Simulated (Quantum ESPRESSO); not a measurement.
# Quadrupole interaction in Be4Se3S (changed cell)

```yaml
crystal:
  lattice:
    - [5.10349, 0.00000, 0.00000]
    - [0.00000, 5.10349, 0.00000]
    - [0.00000, 0.00000, 5.10349]
  atoms:
    - { symbol: Be, position: [0.00670, 0.00670, 0.99330] }
    - { symbol: S, position: [0.25000, 0.25000, 0.75000] }
    - { symbol: Be, position: [0.00670, 0.49330, 0.50670] }
    - { symbol: Se, position: [0.25000, 0.75000, 0.25000] }
    - { symbol: Be, position: [0.49330, 0.00670, 0.50670] }
    - { symbol: Se, position: [0.75000, 0.25000, 0.25000] }
    - { symbol: Be, position: [0.49330, 0.49330, 0.99330] }
    - { symbol: Se, position: [0.75000, 0.75000, 0.75000] }
```
The cell was made here from a computed Materials Project entry: one of 4 Se replaced by S, cell and atoms relaxed (PBE without dispersion, pw.x of a modified build of Quantum ESPRESSO, symmetry kept). The parent is BeSe in F-43m; whether this form has been observed was not checked. The swapped cell is a model, not a known phase. Stability against distortions was not tested.

Convention: |Vzz| is the largest principal value, η_Q = (Vxx − Vyy)/Vzz, |C_Q| = |eQVzz/h|. Cores are frozen. Se had no test against all-electron runs.

Quadrupole moments taken as inputs (sizes, barn, from the tables of PySCF and pymatgen): ⁹Be 0.0529, ³³S 0.0678.

### Question
What do the calculations give at each independent site (field gradients by PBE PAW (JTH datasets; density from pw.x of Quantum ESPRESSO, gradients reconstructed from it by a script), 20 Ha, k-mesh 5×5×5 through Γ)?

### Answer
```tsv
site	site symmetry	Vzz (10²¹ V/m²)	η_Q	∣C_Q∣ (MHz)
Be (atoms 1, 3, 5, 7)	3m	under 0.2	–	under 0.25 (⁹Be)
S (atom 2)	-43m	0	–	0 (³³S)
Se (atoms 4, 6, 8)	-42m	-2.52	0.00	–
```
